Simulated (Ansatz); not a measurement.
Relaxation of a generated trial cell of Zn in the AFLOW prototype A_tP4_129_ac (A_d); 4 atoms in the cell, which starts as P4/nmm, origin choice 1 (No. 129), tP4; a = 4.4387 Å, b = 4.4387 Å, c = 3.0709 Å, α = 90.00°, β = 90.00°, γ = 90.00°. Calculation: PBE (plane waves to 420 eV, PAW, scalar-relativistic; Ansatz, a quantum-chemistry and plane-wave program). Γ-centred k-mesh 7×7×11 on the run's cell (coarser than for final values), Fermi–Dirac smearing 0.05 eV. This is the first round of the run. 

The optimiser's lines from the output (shortened; P is positive under compression):

```
relax step   1: F+E_penalty+E_count = -13275.43380010 eV  Δ(F+E_penalty+E_count) = +0.000e0 eV  max|allowed force component| = 9.529e-1 eV/Å  Δτ_max = 0.0000 Å  P = +5.388 GPa  Ω = 60.504 Å³  (9 SCF iters, dr2 threshold 1.00e-7 eV, accepted)
relax step   2: F+E_penalty+E_count = -13275.63412593 eV  Δ(F+E_penalty+E_count) = -2.003e-1 eV  max|allowed force component| = 6.715e-1 eV/Å  Δτ_max = 0.1084 Å  P = +2.843 GPa  Ω = 60.738 Å³  (7 SCF iters, dr2 threshold 4.00e-7 eV, accepted)
relax step   3: F+E_penalty+E_count = -13275.80279848 eV  Δ(F+E_penalty+E_count) = -1.687e-1 eV  max|allowed force component| = 2.116e-1 eV/Å  Δτ_max = 0.1956 Å  P = +1.512 GPa  Ω = 60.139 Å³  (7 SCF iters, dr2 threshold 4.00e-7 eV, accepted)
relax step   4: F+E_penalty+E_count = -13275.84128530 eV  Δ(F+E_penalty+E_count) = -3.849e-2 eV  max|allowed force component| = 8.955e-2 eV/Å  Δτ_max = 0.0420 Å  P = +0.509 GPa  Ω = 60.884 Å³  (5 SCF iters, dr2 threshold 4.00e-7 eV, accepted)
relax step   5: F+E_penalty+E_count = -13275.88795873 eV  Δ(F+E_penalty+E_count) = -4.667e-2 eV  max|allowed force component| = 4.232e-3 eV/Å  Δτ_max = 0.0361 Å  P = +0.854 GPa  Ω = 60.544 Å³  (5 SCF iters, dr2 threshold 4.00e-7 eV, accepted)
relax step   6: F+E_penalty+E_count = -13276.00014332 eV  Δ(F+E_penalty+E_count) = -1.122e-1 eV  max|allowed force component| = 9.292e-3 eV/Å  Δτ_max = 0.0057 Å  P = +0.558 GPa  Ω = 60.699 Å³  (6 SCF iters, dr2 threshold 4.00e-7 eV, accepted)
relax step   7: F+E_penalty+E_count = -13276.01360573 eV  Δ(F+E_penalty+E_count) = -1.346e-2 eV  max|allowed force component| = 1.063e-4 eV/Å  Δτ_max = 0.0040 Å  P = +0.064 GPa  Ω = 61.430 Å³  (5 SCF iters, dr2 threshold 4.00e-7 eV, accepted)
relax step   8: F+E_penalty+E_count = -13276.01407795 eV  Δ(F+E_penalty+E_count) = -4.722e-4 eV  max|allowed force component| = 2.098e-4 eV/Å  Δτ_max = 0.0000 Å  P = +0.009 GPa  Ω = 61.566 Å³  (4 SCF iters, dr2 threshold 1.89e-7 eV, accepted)
relax step   9: F+E_penalty+E_count = -13276.01728692 eV  Δ(F+E_penalty+E_count) = -3.209e-3 eV  max|allowed force component| = 5.334e-3 eV/Å  Δτ_max = 0.0027 Å  P = +0.294 GPa  Ω = 61.636 Å³  (5 SCF iters, dr2 threshold 1.48e-7 eV, accepted)
relax step  10: F+E_penalty+E_count = -13276.02724166 eV  Δ(F+E_penalty+E_count) = -9.955e-3 eV  max|allowed force component| = 8.959e-3 eV/Å  Δτ_max = 0.0023 Å  P = +0.629 GPa  Ω = 62.362 Å³  (6 SCF iters, dr2 threshold 4.00e-7 eV, accepted)
relax step  11: F+E_penalty+E_count = -13276.02079793 eV  Δ(F+E_penalty+E_count) = +6.444e-3 eV  max|allowed force component| = 2.463e-2 eV/Å  Δτ_max = 0.0186 Å  P = -1.306 GPa  Ω = 63.498 Å³  (6 SCF iters, dr2 threshold 4.00e-7 eV, rejected (line search))
relax step  12: F+E_penalty+E_count = -13276.03060965 eV  Δ(F+E_penalty+E_count) = -3.368e-3 eV  max|allowed force component| = 2.591e-3 eV/Å  Δτ_max = 0.0035 Å  P = +0.284 GPa  Ω = 62.257 Å³  (10 SCF iters, accepted)
relax step  13: F+E_penalty+E_count = -13276.02687148 eV  Δ(F+E_penalty+E_count) = +3.738e-3 eV  max|allowed force component| = 1.959e-4 eV/Å  Δτ_max = 0.0013 Å  P = -0.941 GPa  Ω = 63.607 Å³  (5 SCF iters, dr2 threshold 4.00e-7 eV, rejected (line search))
relax step  14: F+E_penalty+E_count = -13276.03143306 eV  Δ(F+E_penalty+E_count) = -8.234e-4 eV  max|allowed force component| = 3.371e-4 eV/Å  Δτ_max = 0.0015 Å  P = -0.011 GPa  Ω = 62.681 Å³  (10 SCF iters, accepted)
relax step  15: F+E_penalty+E_count = -13276.03157873 eV  Δ(F+E_penalty+E_count) = -1.457e-4 eV  max|allowed force component| = 1.516e-4 eV/Å  Δτ_max = 0.0001 Å  P = -0.010 GPa  Ω = 62.635 Å³  (3 SCF iters, dr2 threshold 1.28e-7 eV, accepted)
relax step  16: F+E_penalty+E_count = -13276.03158377 eV  Δ(F+E_penalty+E_count) = -5.042e-6 eV  max|allowed force component| = 1.705e-5 eV/Å  Δτ_max = 0.0001 Å  P = +0.000 GPa  Ω = 62.630 Å³  (4 SCF iters, dr2 threshold 2.32e-9 eV, accepted)
relax step  17: F+E_penalty+E_count = -13276.03533252 eV  Δ(F+E_penalty+E_count) = -3.749e-3 eV  max|allowed force component| = 1.665e-5 eV/Å  Δτ_max = 0.0000 Å  P = +0.151 GPa  Ω = 62.630 Å³  stress off target by 2.62e-1 GPa  SCF on the basis re-selected at this cell (its energy is not comparable with the rows above)  (10 SCF iters)
relax step  18: F+E_penalty+E_count = -13276.03542395 eV  Δ(F+E_penalty+E_count) = -9.143e-5 eV  max|allowed force component| = 4.529e-6 eV/Å  Δτ_max = 0.0000 Å  P = +0.026 GPa  Ω = 62.800 Å³  (5 SCF iters, dr2 threshold 1.71e-7 eV, accepted)
relax step  19: F+E_penalty+E_count = -13276.03540691 eV  Δ(F+E_penalty+E_count) = +1.704e-5 eV  max|allowed force component| = 3.547e-7 eV/Å  Δτ_max = 0.0000 Å  P = +0.002 GPa  Ω = 62.829 Å³  (5 SCF iters, dr2 threshold 3.51e-9 eV, accepted)
relax step  20: F+E_penalty+E_count = -13276.03554021 eV  Δ(F+E_penalty+E_count) = -1.333e-4 eV  max|allowed force component| = 3.460e-7 eV/Å  Δτ_max = 0.0000 Å  P = +0.002 GPa  Ω = 62.829 Å³  stress off target by 2.22e-3 GPa  SCF on the basis re-selected at this cell (its energy is not comparable with the rows above)  (6 SCF iters)
```

From the first to the last row the energy changes by -0.15 eV/atom and the volume by +3.8 %. The last row is marked as not comparable with the walk above it, whose basis was carried along; it does compare with step 1, since both stand on a basis selected at the nominal cutoff for their own cell.

Steps 11, 13 were rejected by the optimiser.

Later rounds, restarted from the end of this one on a renewed k-mesh, logged 15 more steps and released under 0.01 eV/atom more. The final structure after all rounds: I4/mmm (No. 139), tI2, AFLOW prototype A_tI2_139_a (A_a); a = 3.460 Å, b = 3.460 Å, c = 2.598 Å, α = 90.00°, β = 90.00°, γ = 90.00°. Between re-selections the logged energies stand on a plane-wave basis carried along with the cell. No spin polarisation in the result.

The run could not lose the symmetry of its start: the end is stationary, and may be a saddle point rather than a minimum.

The relaxed structure here is a generated cell of Zn: the first start was made by placing the elements on the sites of a structure type, and the end was not matched to a known phase here, so it may be hypothetical. Known forms of Zn include space group No. 194.
